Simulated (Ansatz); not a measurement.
ZrC (rock salt)

```
CELL_PARAMETERS angstrom
      0.00000     2.33447     2.33447
      2.33447     0.00000     2.33447
      2.33447     2.33447     0.00000
ATOMIC_POSITIONS crystal
  C  0.00000 0.00000 0.00000
  Zr 0.50000 0.50000 0.50000
```

Two coordinates are scanned: the volume, and the ratio of the stretch along z (the conventional c axis) to the stretch across it. Atoms keep their fractional coordinates.

These are PBEsol (plane waves to 420 eV, PAW, scalar-relativistic; Ansatz, a first-principles code) values and carry that method's errors. k mesh 17×17×17 (Γ-centred), Fermi-Dirac smearing 0.05 eV. Compression counts positive. With partly filled bands, the response to shear is sensitive to the k mesh, so small differences along c/a are uncertain. ZrC is run without spin polarisation. ZrC was relaxed with its symmetry unable to fall.

At one point of the scan the stress tensor (GPa) is:

```
   17.0      0.0      0.0
    0.0     17.0      0.0
    0.0      0.0     -0.4
```

**Question.** Which point is it?
A) V/V₀ = 0.960, (c/a)/(c/a)₀ = 1.080
B) V/V₀ = 0.960, (c/a)/(c/a)₀ = 1.040
C) V/V₀ = 0.960, (c/a)/(c/a)₀ = 1.000
D) V/V₀ = 0.920, (c/a)/(c/a)₀ = 1.080

**Answer.** B, V/V₀ = 0.960, (c/a)/(c/a)₀ = 1.040

(Under strain, the slope of the energy per volume gives the stress and its curvature an elastic modulus.)
